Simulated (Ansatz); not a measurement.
SiGe:
```xyz
2
Lattice="3.1803 0.0000 0.0000 0.0000 3.1803 0.0000 0.0000 0.0000 3.1803" Properties=species:S:1:pos:R:3 pbc="T T T"
Ge     0.0000     0.0000     0.0000
Si     1.5902     1.5902     1.5902
```

Relaxed with LDA.

Task: Decompose the optical modes at the zone centre into irreducible representations, and say which are infrared and Raman allowed.

Result: Point group m-3m: Γ_opt = T1u. Infrared: T1u. Raman: none.

Task: Assign frequencies (DFPT, LDA (plane waves, PAW; program Ansatz)).

Result: T1u 141 cm⁻¹.

Space group Pm-3m (CsCl type). The cell is a constructed one: a structure type filled with these elements; neither database checked (COD, Materials Project) lists it. Its standing as an ambient phase is unchecked. The LDA relaxation kept the symmetry of its start. At this level the phase is dynamically unstable (imaginary phonons). As this level gives no gap, phonon frequencies hold no LO–TO term and depend on the k-mesh and smearing (Fermi–Dirac, 0.1 eV here).

Potentials: the later of the program's two PAW sets.
